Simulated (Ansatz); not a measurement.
La (dhcp type, space group P6_3/mmc), scan of one atom of the cell

Relaxed La (dhcp type, space group P6_3/mmc):

```xyz
4
Lattice="3.7847 0.0000 0.0000 -1.8923 3.2776 0.0000 0.0000 0.0000 12.0294" Properties=species:S:1:pos:R:3 pbc="T T T"
La     0.0000     0.0000     0.0000
La     0.0000     0.0000     6.0147
La     0.0000     2.1851     3.0074
La     1.8923     1.0925     9.0221
```

In each cell atom 3 (La, nearest neighbour La at 3.717 Å; its periodic images, 3.8 Å or more away, move with it) moves by s·(0.707, 0.707, 0.000) (along Cartesian [110]), the rest being held.

Method: r2SCAN (plane waves to 500 eV, PAW, scalar-relativistic; Ansatz, a first-principles code). k mesh 11×11×3 (Γ-centred), Fermi-Dirac smearing 0.05 eV. The energy includes the smearing's −TS. With partly filled bands, energies and forces of such displacements shift with the k mesh and the smearing. F∥ is the force on the atom along that direction. F⊥ is the part of the force across the line. La is run without spin polarisation. La was relaxed with its symmetry unable to fall. The PAW data are Ansatz's earlier set. The zero of ΔE is the undisplaced structure.

```tsv
s (Å)	ΔE (meV/cell)	|F⊥| (eV/Å)	F∥ (eV/Å)
-0.740	113	0.033	0.286
-0.592	72	0.009	0.253
-0.444	39	0.003	0.191
-0.296	16	0.004	0.119
-0.148	4	0.002	0.052
0.000	0	0.000	0.000
0.148	4	0.002	-0.049
0.296	15	0.004	-0.114
0.444	39	0.001	-0.203
0.592	76	0.013	-0.310
0.740	130	0.040	-0.409
```

Key numbers:

- Energy at s = 0.740 Å: 130 meV/cell
- Force along the line at s = -0.740 Å: 0.286 eV/Å
- Symmetry of the curve: not even: the positive side lies higher at ±0.740 Å
- Shape of the curve: a single well with its minimum at or next to zero displacement
- Force constant k = d²E/ds² at s = 0 (finite differences): 0.33 eV/Å²
- Harmonic estimate at the end of the scan: ½ks² = 89 meV/cell against the computed 130 meV/cell, so the well is stiffer than harmonic there

(A displaced cell: forces are minus the slopes of the energy, force constants its curvatures, and phonons follow from these.)
